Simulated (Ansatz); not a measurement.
An Ansatz input:

```yaml
crystal:
  lattice:
    - [2.4088859041, 0.0, 0.0]
    - [-1.204442952, 2.0861563878, 0.0]
    - [0.0, 0.0, 3.8859743419]
  atoms:
    - { symbol: Mn, position: [0.3333333333, 0.6666666667, 0.25], spin: -0.601 }
    - { symbol: Mn, position: [0.6666666667, 0.3333333333, 0.75], spin: 0.601 }
hamiltonian:
  xc: blyp
  pseudopotentials:
    kind: paw
    azcp:
      Mn: "pseudopotentials/Mn.paw.azcp"
basis:
  ecutwfc: 420
  fft_grid_basis: typed
kpoints:
  mp_grid: { grid: [16, 16, 9], shift: [0, 0, 0] }
magnetization:
  spin_polarized: true
scf:
  occupations: { method: fermi_dirac, width: 0.05 }
  lower_state_search: "off"
output:
  stress: true
```

Output

```
Engine: ansatz 0.2.0, x86_64-unknown-linux-gnu
Pseudopotentials: kind: paw
Pseudopotential: Mn, paw, valence charge 15, recommended cutoff 420 eV (normal) 
Functional definition: BLYP
  parameter beta = 0.0042
  parameter a = 0.04918
  parameter b = 0.132
  parameter c = 0.2533
  parameter d = 0.349
  exchange = b88_x(beta = beta)
  correlation = lyp_c(a = a, b = b, c = c, d = d)
Crystal: 2 atoms, lattice volume = 19.528 Å³
Basis set: ecut = 420 eV, 379 PW (Γ), exchange–correlation on 36×36×54 points (8 copies of the dense FFT grid, shifted against one another)
Bands: 20, of which v1, the nominal top of the filled ones, is band 15 counted from 1 (14 counted from 0)
Symmetry: 12 space group operations
Space group: P-6m2 (ITA 187), of the structure as read, at distance tolerance 2.7e-5 Å
Magnetic group: BNS 194.267 (UNI 1497), of the structure as read, at distance tolerance 2.7e-5 Å
k-points: 150 of 2304 (time reversal used)
Non-local potential: Mn, projectors of the file, l = 0: 3, l = 1: 2, l = 2: 3, l = 3: 1
PAW form: soft (Blöchl's): semilocal exchange-correlation on the pseudo side does not see the compensation charge
PAW frozen core: Mn, regenerated for the run's functional, and the local potential with it (the file was generated under x = pbe(κ = 0.804, μ = 0.2195149727645171), c = pbe(β = 0.06672455060314922))
PAW one-centre angular grid: Mn, 590 points (default); XC on 64 Gauss nodes
Initial density: superposition of atomic densities (chi_scale 0.1, normalization cell)
Starting moments: Σ|m| = 1.202 μB on 2 of 2 sites
Starting magnetic order: antiferromagnet; an inversion exchanges its spin sublattices: spin-degenerate at every k-point
Initial wavefunctions: pseudopotential atomic-orbital guess
Functional: x = b88, c = lyp
SCF iter   1: F=—  HF=-7812.204266 eV  |F-HF|=—  |Δ(HF+E_count)|=         —  Δρ=5.88e-2 (↑5.88e-2 ↓5.88e-2)  dr2=1.54e0  dr2_m=9.03e-2  M=0.000 μB ∫|m|=0.779 μB  β_m=0.30  ethr=3.10e-3  ⟨swp⟩=3.4  Hψ=22158  notcnv=0
SCF iter   2: F=—  HF=-7811.814063 eV  |F-HF|=—  |Δ(HF+E_count)|=   3.90e-1  Δρ=2.77e-2 (↑2.77e-2 ↓2.77e-2)  dr2=2.93e-1  dr2_m=4.50e-2  M=-0.000 μB ∫|m|=0.775 μB  β_m=0.30  ethr=3.10e-3  ⟨swp⟩=3.2  Hψ=11167  notcnv=0  defer=64
...
iter 25 did not close the SCF: its close was put off for a magnetic moment that had not settled (scf_convergence_deferred on its scf_iter line)
SCF iter  25: F=-7811.730032 eV  HF=-7811.730032 eV  |F-HF|=1.91e-9  |Δ(HF+E_count)|=   2.91e-9  Δρ=2.17e-6 (↑2.17e-6 ↓1.49e-6)  dr2=2.13e-9  dr2_m=3.58e-10  M=0.000 μB ∫|m|=0.000 μB  β_m=0.94  ethr=2.81e-12  ⟨swp⟩=1.9  Hψ=19906  notcnv=0
iter 26 did not close the SCF: its close was put off for a magnetic moment that had not settled (scf_convergence_deferred on its scf_iter line)
SCF iter  26: F=-7811.730032 eV  HF=-7811.730032 eV  |F-HF|=2.56e-10  |Δ(HF+E_count)|=  3.82e-11  Δρ=9.23e-7 (↑8.76e-7 ↓9.23e-7)  dr2=3.08e-10  dr2_m=8.02e-11  M=0.000 μB ∫|m|=0.000 μB  β_m=0.84  ethr=2.81e-12  ⟨swp⟩=1.5  Hψ=16195  notcnv=0
SCF iter  27: F=-7811.730032 eV  HF=-7811.730032 eV  |F-HF|=1.91e-11  |Δ(HF+E_count)|=  9.09e-13  Δρ=4.33e-7 (↑2.58e-7 ↓4.33e-7)  dr2=2.48e-11  dr2_m=1.56e-11  M=0.000 μB ∫|m|=0.000 μB  ethr=1.03e-12  ⟨swp⟩=1.5  Hψ=16475  notcnv=0
WARN: the starting moments were not kept: the SCF closed with an absolute magnetisation of 8.8e-6 μB, where they sum to 1.202 μB in size (2 sites). That is at most 0.1 of that sum. Measured as dr2_m measures the in/out step, that magnetisation stands 7.0e-11 eV from none, at or under the dr2_threshold of 1.0e-7 eV: it is no larger than a step whose dr2_m would equal this threshold. The system may hold no moment; this SCF shows only that its start led to no more than that. To try another start: raise the starting moments (crystal.atoms[].spin, magnetization.per_species, magnetization.initial_magnetization, or on a non-collinear deck that types none of these the spinor_matrix: blocks that start its atoms; where the total moment is fixed, keep their sum and leave initial_magnetization as it is; typed ones take the place of any that the run laid by itself, positive ones on a crystal's lanthanoids without a Hubbard term where scf.initial_density.shell_occupations: [] is typed) or, if the notice of its spin-set hold's release reads "site moments contracting" or "site moments show no strong build", lengthen the hold (scf.mixing.spin_hold: { on: { confirm: 4 } }; for m-r²SCAN on two components see the key's manual first). Each may lead to a state that holds a moment. A second SCF, from the converged charge density, with the starting moments and any scf.initial_density.shell_occupations laid on it anew, would have followed, and was not run: the deck does not ask for one (magnetization.retry_lost_moments is false, the default). To let it run, set magnetization.retry_lost_moments: true and run the deck again, where that key's refused combinations let it; where memory then withholds it, that run's warning says so.
SCF 1 converged in 27 iterations: F = -7811.730032 eV  dr2 = 2.48e-11
SCF converged after 27 iterations
Magnetization: 0.0000 μB (15.0000 up, 15.0000 down)
Absolute magnetization: 0.0000 μB (∫|ρ↑−ρ↓|, with the PAW one-centre terms)
Spin contamination: 0.0000 ħ² per cell (⟨S²⟩ above its minimum at these occupations)
Per-site moments (μB) at R_I (Å): [(6.206702635075246e-6, 0.9856456744875766), (-1.7382871258844169e-6, 0.9856456744875766)]
Free energy (F): -7811.730032 eV
Harris-Foulkes:  -7811.730032 eV  (|F-HF|=1.91e-11)
Internal energy: -7811.710757 eV  (E = F + TS)
E sigma→0 (E₀):  -7811.720395 eV
Entropy (-TS):   -0.019275 eV (-9.638 meV/atom)
Fermi energy:    23.058215 eV
--- Per-component energies (eV) ---
  E_band       = -229.969401
  E_kinetic    = 625.381274
  E_local      = -2930.192190  (includes V_loc(G=0)·N_el)
  E_nonlocal   = 472.948601
  E_hartree    = 1241.155856
  E_xc         = -230.146890
  E_vxc        = -294.515278  (∫ρ·V_xc dr)
  E_paw        = -2612.963492  (= ΣΔE_a)
  E_vpaw       = -585.903254  (= ΣTr[D̂ρ^β])
  E_aug_tail   = -0.000021  (compensation charges beyond the density's cutoff)
  E_ewald      = -4377.918659
  E_core_change = 0.024765  (= ΣΔE_core)
  E_smearing   = -0.019275  (= −TS)
  E_closure    = 0.000000  (closes the sum)
  Σ components = -7811.730032   (vs F -7811.730032, Δ=0.00e0)
--- Stress (GPa, compression-positive) ---
       42.977790      -0.000000       0.000000
       -0.000000      42.977790       0.000000
        0.000000       0.000000      43.108465
  P = ⅓ Tr σ = 43.0213 GPa (430.213 kbar)
```
